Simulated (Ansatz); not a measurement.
Starting cell, BN (zinc blende):

```xyz
2
Lattice="0.0000 1.8028 1.8028 1.8028 0.0000 1.8028 1.8028 1.8028 0.0000" Properties=species:S:1:pos:R:3 pbc="T T T"
N      2.7043     2.7043     2.7043
B      0.0000     0.0000     0.0000
```

In each cell atom 1 (N, nearest neighbour B at 1.561 Å; its periodic images, 2.5 Å or more away, move with it) moves by s·(1.000, 0.000, 0.000) (along Cartesian x), the rest being held.

All values below come from PBEsol (plane waves to 420 eV, PAW, scalar-relativistic; Ansatz, a quantum-chemistry and plane-wave program). k mesh 13×13×13 (Γ-centred), Fermi-Dirac smearing 0.05 eV. Energies are smeared free energies. BN was relaxed with its symmetry unable to fall. ΔE is measured from the undisplaced structure.

```csv
s (Å),ΔE (meV/cell)
-0.160,306
-0.128,198
-0.096,withheld
-0.064,50
-0.032,13
0.000,0
0.032,13
0.064,50
0.096,withheld
0.128,198
0.160,306
```

Fit an even polynomial form (powers 2, 4) to the given rows and predict ΔE at s = -0.096.

Least squares on the 9 given rows: ΔE = (12310)·s² + (-13960)·s⁴, in meV/cell with s in Å; root-mean-square residual 0.2 meV/cell. At -0.096 the fit gives 112 meV/cell; the calculation gives 112 meV/cell, the same to the digits shown. The quadratic term alone would give 113 meV/cell.

(A displaced cell: forces are minus the slopes of the energy, force constants its curvatures, and phonons follow from these.)
